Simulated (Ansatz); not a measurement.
# Property card for CoTeH

Level of theory: DFT PBE, scalar-relativistic, plane waves, PAW in Ansatz 0.2.0.

Settings: cutoff 420 eV, Γ-centred mesh 12×12×4 on the computed 6-atom cell, Gaussian smearing of 0.10 eV; no spin polarisation.

The structure is relaxed at this level of theory with its symmetry kept, and needn't be the ground state of this composition.

```yaml
crystal:
  lattice:
    - [3.16246, 0.00000, 0.00000]
    - [-1.58123, 2.73877, 0.00000]
    - [0.00000, 0.00000, 8.99079]
  atoms:
    - { symbol: Co, position: [0.33333, 0.66667, 0.25000] }
    - { symbol: Co, position: [0.66667, 0.33333, 0.75000] }
    - { symbol: Te, position: [0.00000, 0.00000, 0.00000] }
    - { symbol: Te, position: [0.00000, 0.00000, 0.50000] }
    - { symbol: H, position: [0.00000, 0.00000, 0.25000] }
    - { symbol: H, position: [0.00000, 0.00000, 0.75000] }
```

| Item | Value |
| --- | --- |
| Space group | P6_3/mmc (No. 194) |
| Volume per atom | 87.6 bohr³ |
| Formation energy from the elements' standard states (uncorrected) | +0.580 eV/atom |
| Kohn–Sham band gap | none (metal) |
| Density of states at the Fermi level | 4.9 states/eV per cell |
| Orbital (Löwdin) character within 0.5 eV of the Fermi level | Co 3d 76 %, Te 5p 16 % |
| Bader charge by site (e) | Co (2 in the cell) 0.20, Te (2 in the cell) 0.12, H (2 in the cell) -0.32 |

Spin-orbit coupling is left out, which matters for the bands of heavy elements.

A magnetic start lost its moments in a first run, so spin was left out; other magnetic orders weren't tried.

Another cell of CoTeH relaxed alike, in P4/mmm, lies 0.39 eV/atom lower, so this cell isn't the stable form at this level.

The cell was found from a structure generator's guess, not taken from experiment. Löwdin shares on free-atom orbitals overweight diffuse shells.
